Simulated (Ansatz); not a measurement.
An Ansatz (a program for electronic structure) input:

Ansatz 0.2 input:
```yaml
crystal:
  lattice:
    - [8.1563367296, 1.8336461888, 0.0]
    - [-8.1563367296, 1.8336461888, 0.0]
    - [-2.8969308502, 0.0, 9.2107869473]
  atoms:
    - { symbol: Si, position: [0.6323922879, 0.3676077121, 0.9142959998] }
    - { symbol: Si, position: [0.3676077121, 0.6323922879, 0.0857040002] }
    - { symbol: Si, position: [0.7367366298, 0.2632633702, 0.7940813897] }
    - { symbol: Si, position: [0.2632633702, 0.7367366298, 0.2059186103] }
    - { symbol: Si, position: [0.0663894941, 0.9336105059, 0.5901944094] }
    - { symbol: Si, position: [0.9336105059, 0.0663894941, 0.4098055906] }
    - { symbol: As, position: [0.0390112863, 0.9609887137, 0.8213352556] }
    - { symbol: As, position: [0.9609887137, 0.0390112863, 0.1786647444] }
    - { symbol: As, position: [0.3333892756, 0.6666107244, 0.8290961559] }
    - { symbol: As, position: [0.6666107244, 0.3333892756, 0.1709038441] }
    - { symbol: As, position: [0.6497590355, 0.3502409645, 0.5481946218] }
    - { symbol: As, position: [0.3502409645, 0.6497590355, 0.4518053782] }
kpoints:
  mp_grid: { grid: [6, 6, 3] }
  band_path:
    path:
      - [[0.0, 0.0, 0.0], [0.2638850278, 0.2638850278, 0.0]]  # Γ-C
      - [[-0.2638850278, 0.7361149722, 0.0], [-0.5, 0.5, 0.0], [0.0, 0.0, 0.0], [-0.5, 0.5, 0.5], [-0.2568470062, 0.7431529938, 0.5]]  # C_2-Y_2-Γ-M_2-D
      - [[0.2568470062, 0.2568470062, 0.5], [0.0, 0.0, 0.5], [0.0, 0.0, 0.0]]  # D_2-A-Γ
      - [[0.0, 0.5, 0.5], [0.0, 0.0, 0.0], [0.0, 0.5, 0.0]]  # L_2-Γ-V_2
      - [VBM, CBM]
    npoints: 8
hamiltonian:
  xc: r2scan
  dispersion: d4
  pseudopotentials: { kind: paw }
magnetization: { noncollinear: true, spin_orbit: true }
scf:
  n_extra_bands: 24
  convergence: { dr2_threshold: 0.0000000001 }
  occupations: { method: gaussian, width: 0.01 }
checkpoint: { write: soc.run }
output: { eigenvalues: true }
```

How many symmetry operations and irreducible k-points will the run report?

4 operations, 34 of 108 k-points.

With a cutoff of 500 eV, how many plane waves at Γ?

6999.

It took around 2.3 core-hours (rough) on shared server cores.

Space group C2/m. The start of the workflow was typed in or built on a structure type; neither database checked (COD, Materials Project) lists it. Whether it is the stable phase at ambient conditions was not checked. The r²SCAN+D4 relaxation kept the symmetry of its start; its stability against distortions is not shown here.

Potentials: the later of the program's two PAW sets.

Ansatz is a plane-wave DFT program.
